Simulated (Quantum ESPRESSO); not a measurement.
Mo3WSe8, a curve over one atom's position

Computed values, not a measurement. The program is pw.x of Quantum ESPRESSO 7.5 (plane-wave density functional theory). The cell is made up: 12 atoms on a layered 2H lattice, with randomly drawn elements, strain and displacements, not relaxed. PseudoDojo standard norm-conserving files (v0.5 for PBE, v0.4.1 for LDA and PBEsol) set the functional; there is no spin polarisation, spin-orbit coupling or dispersion term, and the masses in the input are unused placeholders.

Seven runs move atom 10 (Se, counted in the order of the input) along x and keep all else fixed.

Input of the run at +0.0044:

```
&control calculation='scf', pseudo_dir='./dojo.nc.sr.pbe.v0_5.standard.upf', outdir='./o', disk_io='low', tprnfor=.true., tstress=.true. /
&system ibrav=0, nat=12, ntyp=3, nbnd=98, ecutwfc=85.99341389, nosym=.true., tot_charge=0,
 occupations='smearing', smearing='fd', degauss=0.0018374661
/
&electrons conv_thr=7.350e-09, electron_maxstep=60, /
ATOMIC_SPECIES
Mo 1.0 Mo.upf
Se 1.0 Se.upf
W 1.0 W.upf
CELL_PARAMETERS angstrom
3.3811 0.0 0.0
0.0 5.8563 0.0
0.0 0.0 13.5449
ATOMIC_POSITIONS angstrom
Mo -0.0007 1.9573 3.4488
W 1.7167 1.0299 10.1364
Mo 1.6987 4.909 3.3459
Mo -0.0391 3.8706 10.2211
Se -0.0682 1.9464 8.4245
Se 0.0497 1.9633 11.8909
Se 1.7257 0.9872 1.6845
Se 1.6061 0.9167 5.0723
Se 1.7021 4.9832 8.3789
Se 1.6559 4.9516 11.7056
Se -0.0896 3.8957 1.7154
Se -0.0787 3.9648 5.1981
K_POINTS automatic
6 4 2 1 1 1
```

| shift of atom 10 along x (Å) | free energy less that of the input shown (eV) | Fx on atom 10 (eV/Å) | Fy on atom 10 (eV/Å) | Fz on atom 10 (eV/Å) | pressure (GPa) | iterations |
| --- | --- | --- | --- | --- | --- | --- |
| -0.0988 | 0.0577 | 1.073 | -0.344 | 1.362 | -4.67 | 23 |
| -0.0577 | 0.0220 | 0.664 | -0.397 | 1.303 | -4.72 | 23 |
| -0.0245 | 0.0054 | 0.332 | -0.419 | 1.279 | -4.73 | 23 |
| +0.0044 | 0.0000 | 0.044 | -0.424 | 1.276 | -4.74 | 23 |
| +0.0372 | 0.0039 | -0.284 | -0.414 | 1.293 | -4.73 | 23 |
| +0.0766 | 0.0229 | -0.677 | -0.378 | 1.341 | -4.69 | 23 |
| +0.0953 | 0.0373 | -0.864 | -0.352 | 1.374 | -4.67 | 23 |

A cubic fit gives dFx/dx = -9.98 eV/Å² at zero shift. Across the table the free energy follows the integral of the force to within 0.1 meV. A rerun of one of the cells at a cutoff of 1467 eV and k mesh 8 x 6 x 4 moved values by no more than 0.004 eV in energy, 0.02 GPa in stress and 0.004 eV/Å in force.